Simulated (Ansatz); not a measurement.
Start of a relaxation, F2 put at a bridge Ta-Ta site (Ta, Im-3m (No. 229), (1 0 0) face):

```
Ta F
1.0
     3.28052    0.00000    0.00000
     0.00000    3.28052    0.00000
     0.00000    0.00000   26.31104
Ta F
5 2
Cartesian
  1.6403 1.6403 8.5000
  0.0000 0.0000 10.1403
  1.6403 1.6403 11.7872
  0.0000 0.0000 13.4537
  1.6403 1.6403 14.8640
  0.0000 1.6403 17.2240
  -0.7180 2.6018 17.9740
```

All numbers below come from Ansatz 0.2.0, DFT PBEsol, scalar-relativistic, plane waves, PAW. Settings: cutoff 420 eV, Γ-centred mesh 9×9×1 on the computed 7-atom cell, Gaussian smearing of 0.10 eV; no spin polarisation. The cell repeats along c with a dipole correction in the vacuum.

Atoms 1, 2 (counted from 1) are held. The cell is fixed. Force threshold 0.03 eV/Å.

(1) Where does it end?

The end is the local minimum or symmetric point that this start leads to. The slab is only 6.6 Å thick, so the energy isn't converged with thickness.

Spin–orbit coupling is left out, which can shift energies with elements as heavy as these. Spin polarisation was left out, and a magnetic state may lie lower.

Answers

(1) The energy falls by 7.579 eV in 19 steps, to:

```
Ta F
1.0
     3.28052    0.00000    0.00000
     0.00000    3.28052    0.00000
     0.00000    0.00000   26.31104
Ta F
5 2
Direct
  0.50000 0.50000 0.32306
  0.00000 0.00000 0.38540
  0.50004 0.49993 0.44656
  0.00010 0.99987 0.50853
  0.50002 0.49986 0.58177
  0.00001 0.49984 0.62852
  0.50003 0.99986 0.62852
```

Cost: 1 run of about 21 core-minutes, on Arm Neoverse V2 (shared hosts).